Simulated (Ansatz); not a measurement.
**Calculation log, GaN (P6_3mc) (effective masses from band slopes)**

Method: LDA, PAW on Ansatz 0.2.0's default frozen-core files (fitted under PBE), scalar-relativistic.

The cell comes from a PAW relaxation under the same functional.

The run reads the converged density of an earlier one (folder ck) and solves the listed points alone.

Command line:

```sh
ansatz run input.yaml --threads 2 --pin off --max-ram 6144MiB --backend cpu --events-out ev --progress --plain --runs-dir out
```

Input file:

```yaml
crystal:
  lattice:
    - [3.15181456733, 0.0, 0.0]
    - [-1.57590728366, 2.72955148333, 0.0]
    - [0.0, 0.0, 5.13839773619]
  atoms:
    - { symbol: Ga, position: [0.333333333333, 0.666666666667, -0.000704225452] }
    - { symbol: Ga, position: [0.666666666667, 0.333333333333, 0.499295774548] }
    - { symbol: "N", position: [0.333333333333, 0.666666666667, 0.375704225452] }
    - { symbol: "N", position: [0.666666666667, 0.333333333333, 0.875704225452] }
kpoints:
  mp_grid: { grid: [8, 8, 4] }
scf:
  occupations: { method: fixed }
hamiltonian:
  xc: lda
  pseudopotentials: { kind: paw }
output:
  eigenstates:
    kpoints:
      - [0.0, 0.0, 0.0]
      - [0.002508134, -0.001254067, 0.0]
      - [0.005016269, -0.002508134, 0.0]
      - [0.010032537, -0.005016269, 0.0]
      - [0.0, 0.002172108, 0.0]
      - [0.0, 0.004344216, 0.0]
      - [0.0, 0.008688432, 0.0]
      - [0.0, 0.0, 0.004089007]
      - [0.0, 0.0, 0.008178014]
      - [0.0, 0.0, 0.016356028]
      - [0.001773519, 0.000649153, 0.0]
      - [0.003547038, 0.001298306, 0.0]
      # ... 28 further points ...
      - [0.0, 0.006143649, 0.011565458]
      - [0.001448072, 0.000530031, 0.002360789]
      - [0.002896144, 0.001060062, 0.004721579]
      - [0.005792288, 0.002120125, 0.009443157]
    de_dk: true
    e_range: [-3, 5.128453818233]
checkpoint:
  read: ck
  post_process_only: true
```

The program printed:

```
Warning: RAYON_NUM_THREADS=2 ignored (pool sized by the plan → 2); use --threads N
Engine: ansatz 0.2.0, aarch64-unknown-linux-gnu
Pseudopotentials: kind: paw
Pseudopotential: Ga, paw, valence charge 13, recommended cutoff 420 eV (normal), Ga.paw.azcp
Pseudopotential: N, paw, valence charge 5, recommended cutoff 420 eV (normal), N.paw.azcp
Functional definition: SPW92
  exchange = slater_x
  correlation = pw_c
Crystal: 4 atoms, lattice volume = 44.206 Å³
Basis set: ecut = 420 eV, 845 PW (Γ)
Bands: 22, of which v1, the nominal top of the filled ones, is band 18 counted from 1 (17 counted from 0)
Symmetry: 12 space group operations
Space group: P63mc (ITA 186), of the structure as read, at distance tolerance 3.5e-5 Å
k-points: 30 of 256 (time reversal used)
Non-local potential: Ga, projectors of the file, l = 0: 2, l = 1: 2, l = 2: 3, l = 3: 1
Non-local potential: N, projectors of the file, l = 0: 2, l = 1: 2, l = 2: 1
PAW form: soft (Blöchl's): semilocal exchange-correlation on the pseudo side does not see the compensation charge
PAW frozen core: Ga, regenerated for the run's functional, and the local potential with it (the file was generated under x = pbe(κ = 0.804, μ = 0.2195149727645171), c = pbe(β = 0.06672455060314922))
PAW frozen core: N, regenerated for the run's functional, and the local potential with it (the file was generated under x = pbe(κ = 0.804, μ = 0.2195149727645171), c = pbe(β = 0.06672455060314922))
PAW one-centre angular grid: Ga, 590 points (default); XC on 64 Gauss nodes
PAW one-centre angular grid: N, 110 points (default); XC on 64 Gauss nodes
Initial density: read from a saved state, or passed on in memory by an earlier SCF of this step, an earlier step, the calling program or the single point that the run made first
Stability of the state it starts from, as read at its close in the unpolarized treatment: not read negative (Ritz values of 1 − χ₀K, real part plus size of imaginary part, from 1.0 to 1.1, by its mixing steps under the symmetry ...
Initial wavefunctions: pseudopotential atomic-orbital guess
Functional: x = slater, c = lda
NSCF: frozen V_eff on 30 k-points
SCF 1: post-processed at a frozen density
  greatest PAW one-centre occupation: 0.996 electrons in one spin orbital (limit 2), on the Ga atom at site 1 (counted from 0), in its partial waves of l = 2
NSCF: frozen V_eff on 44 k-points
post-processed at a frozen density (a non-self-consistent diagonalisation pass)
Frozen density: held to its close (this run's Kohn–Sham map moves it by 0.996 times the closing residual that it is held to, a close tighter than 2.5e-8 e/Å³ being held as that figure; up to 4 times is held)
Free energy (F): -8164.188880 eV
Harris-Foulkes:  -8164.188880 eV  (|F-HF|=0.00e0)
Internal energy: -8164.188880 eV  (E = F + TS)
E sigma→0 (E₀):  -8164.188880 eV
Fermi energy:    9.839663 eV
--- Per-component energies (eV) ---
  E_band       = -8.932936
  E_kinetic    = 496.117125
  E_local      = -3859.082965  (includes V_loc(G=0)·N_el)
  E_nonlocal   = 955.470793
  E_hartree    = 1774.938926
  E_xc         = -256.473823
  E_vxc        = -269.438828  (∫ρ·V_xc dr)
  E_paw        = -4070.218388  (= ΣΔE_a)
  E_vpaw       = -881.876965  (= ΣTr[D̂ρ^β])
  E_aug_tail   = 0.000032  (compensation charges beyond the density's cutoff)
  E_ewald      = -3208.557627
  E_core_change = 3.617048  (= ΣΔE_core)
  E_smearing   = -0.000000  (= −TS)
  E_closure    = -0.000000  (closes the sum)
  Σ components = -8164.188880   (vs F -8164.188880, Δ=0.00e0)
```

The pass finished at the stored density.

### Masses along directions

Band extrema of a crystal from Kohn-Sham levels and slopes, searched on the fine mesh and refined; masses in electron masses from slopes a step away, negative for holes; Cartesian axes as in the input; branches counted from each extremum; the finite step makes the lightest masses up to 3 per cent heavy.

* Fine mesh: 12, 12, 6

```
      side  point  k a (r.l.u.)  k b (r.l.u.)  k c (r.l.u.)  direction  number  level from its edge (eV)  band mass (mₑ)
conduction  Gamma             0             0             0          x       1                         0          0.1958
conduction  Gamma             0             0             0          y       1                         0          0.1958
conduction  Gamma             0             0             0          z       1                         0          0.1758
conduction  Gamma             0             0             0        x+y       1                         0          0.1958
conduction  Gamma             0             0             0        x+z       1                         0          0.1853
conduction  Gamma             0             0             0        y+z       1                         0          0.1853
conduction  Gamma             0             0             0      x+y+z       1                         0          0.1886
   valence  Gamma             0             0             0          x       1                         0          -2.158
   valence  Gamma             0             0             0          x       2                         0         -0.1849
   valence  Gamma             0             0             0          x       3                    -0.053          -1.542
   valence  Gamma             0             0             0          y       1                         0          -2.159
   valence  Gamma             0             0             0          y       2                         0         -0.1849
   valence  Gamma             0             0             0          y       3                    -0.053          -1.542
   valence  Gamma             0             0             0          z       1                         0          -2.033
   valence  Gamma             0             0             0          z       2                         0          -2.033
   valence  Gamma             0             0             0          z       3                    -0.053         -0.1525
   valence  Gamma             0             0             0        x+y       1                         0          -2.158
   valence  Gamma             0             0             0        x+y       2                         0         -0.1849
   valence  Gamma             0             0             0        x+y       3                    -0.053          -1.542
   valence  Gamma             0             0             0        x+z       1                         0          -2.093
   valence  Gamma             0             0             0        x+z       2                         0         -0.3412
   valence  Gamma             0             0             0        x+z       3                    -0.053         -0.2761
   valence  Gamma             0             0             0        y+z       1                         0          -2.094
   valence  Gamma             0             0             0        y+z       2                         0         -0.3412
   valence  Gamma             0             0             0        y+z       3                    -0.053         -0.2761
   valence  Gamma             0             0             0      x+y+z       1                         0          -2.115
   valence  Gamma             0             0             0      x+y+z       2                         0         -0.2665
   valence  Gamma             0             0             0      x+y+z       3                    -0.053         -0.3795
```

### Band extrema

Principal masses of single bands.

| Property | Result |
| --- | --- |
| Fine mesh | 12, 12, 6 |
| Band gap | 2.128 eV |
| Least direct gap on mesh | 2.128 eV |

| side | point | k a (r.l.u.) | k b (r.l.u.) | k c (r.l.u.) | valleys | level (eV over the valence top) | mass light (mₑ) | mass middle (mₑ) | mass heavy (mₑ) |
| --- | --- | --- | --- | --- | --- | --- | --- | --- | --- |
| conduction | Gamma | 0 | 0 | 0 | 1 | 2.128 | 0.1758 | 0.1958 | 0.1958 |
| valence | Gamma | 0 | 0 | 0 | 1 | 0 | – | – | – |

Known limits: frozen-core PAW files fitted under PBE, their cores solved anew for the functional of the run; no spin-orbit coupling on heavy atoms; semilocal gaps are low, and what follows the gap (onsets, screening, light masses) shifts with it; without spin-orbit coupling, bands that meet at the valence top are not the light and heavy holes of experiment.

Time and hardware: 2.8 s on 2 threads of Arm Neoverse V1 (shared host), peak memory 0.25 GiB.
